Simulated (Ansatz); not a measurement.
Space group P6_3mc (No. 186). a = 6.890 Å, b = 6.890 Å, c = 5.585 Å, α = 90.00°, β = 90.00°, γ = 120.00°
```
atom site symmetry x y z
  In    6c       .m.  0.1694  0.8306  0.4983
  Ga    2b       3m.  0.6667  0.3333  0.4994
   N    6c       .m.  0.1769  0.8231  0.8861
   N    2b       3m.  0.6667  0.3333  0.8473
```

Equation of state of this In3GaN4 structure (not necessarily the ground state), with shape and atoms relaxed at each volume where symmetry leaves them free. Computed with Ansatz 0.2.0, DFT PBEsol, scalar-relativistic, plane waves, PAW.

Settings: cutoff 420 eV, Γ-centred mesh 6×6×6 on the computed 16-atom cell, Gaussian smearing of 0.01 eV; no spin polarisation.

```csv
V (Å³/atom),E − E(largest V) (meV/atom),P (GPa),gap on mesh (eV)
12.628,64.76,25.05,0.51
13.058,8.39,17.14,0.41
13.489,-28.41,10.44,0.30
13.919,-48.65,4.78,0.20
14.350,-54.88,-0.01,0.09
14.780,-49.28,-4.04,0.00
15.211,-33.69,-7.46,0.00
15.785,0.00,-11.20,0.00
```

Question: Fit a third-order Birch–Murnaghan equation to E(V).

Answer: V0 = 14.35 Å³/atom, B0 = 146 GPa, B0' = 4.6.

The gaps are read on the mesh, which can miss the band edges, so they can be too wide.

Cost: 8 runs of about 9 core-minutes in all, on AMD EPYC 9R45 (Zen 5) (shared hosts).